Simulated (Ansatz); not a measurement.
TlBr:
```
CELL_PARAMETERS angstrom
      0.00000     3.75193     3.75193
      3.75193     0.00000     3.75193
      3.75193     3.75193     0.00000
ATOMIC_POSITIONS crystal
  Br 0.75000 0.75000 0.75000
  Tl 0.00000 0.00000 0.00000
```

Relaxed with PBE. Special points in fractions of this cell's reciprocal vectors: Γ (0.000, 0.000, 0.000); X (0.500, 0.000, 0.500); U (0.625, 0.250, 0.625); K (0.375, 0.375, 0.750); L (0.500, 0.500, 0.500); W (0.500, 0.250, 0.750).

### Question
List the band energies nearest the valence-band maximum at these points for plane-wave PAW PBE with spin–orbit coupling (Ansatz code).

### Answer
In eV from the valence-band maximum; about four levels below and three above (degenerate sets whole), none deeper than 8.9 eV; points with the same levels are listed once.

| k | below | above |
|---|---|---|
| Γ | -1.13 -1.13 -1.13 -1.13 | 3.30 3.30 4.73 4.73 4.73 4.73 |
| X | -1.65 -1.65 -0.24 -0.24 | 2.67 2.67 4.98 4.98 |
| U | -1.67 -1.59 -0.32 -0.10 | 3.03 3.24 4.51 |
| L | -1.30 -1.30 -0.88 -0.88 | 3.51 3.51 4.43 4.43 |
| W | -1.75 -1.72 -0.26 0.00 | 3.20 3.55 4.13 |

Space group F-43m (zinc blende). A made-up cell: these elements were put on the sites of a structure type; neither database checked (COD, Materials Project) lists it. COD files the formula under space group No. 221, so this cell is another polymorph or a model. Whether it is the stable phase at ambient conditions was not checked. Symmetry was held in the PBE relaxation; phonons on a q-mesh show no instability.

Potentials: the later of the program's two PAW sets.
